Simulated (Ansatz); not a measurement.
Ta (hcp (Mg type), P6_3/mmc) under volume change, r²SCAN (plane waves, PAW; program Ansatz), shape and atoms relaxed at each volume.

```csv
V (Å³/atom),E − E(relaxed) (meV/atom),P (GPa)
16.824,106.9,22.11
17.378,45.2,13.69
17.933,10.8,6.37
18.488,0.0,0.01
19.042,9.7,-5.50
19.597,37.2,-10.28
20.151,80.1,-14.40
```

Problem. What does a third-order Birch–Murnaghan fit give for V₀, B₀ and B′?

Solution. V₀ = 18.49 Å³/atom, B₀ = 197 GPa, B′ = 3.7.

The start of the workflow was typed in or built on a structure type; the Crystallography Open Database copy checked does not list it. It is not the phase usual at ambient conditions (space group No. 229). The r²SCAN relaxation kept the symmetry of its start; its stability against distortions is not shown here. The run is not spin-polarised. Scalar-relativistic: spin–orbit coupling is off unless named, which matters more the heavier the elements.

Potentials: the later of the program's two PAW sets.
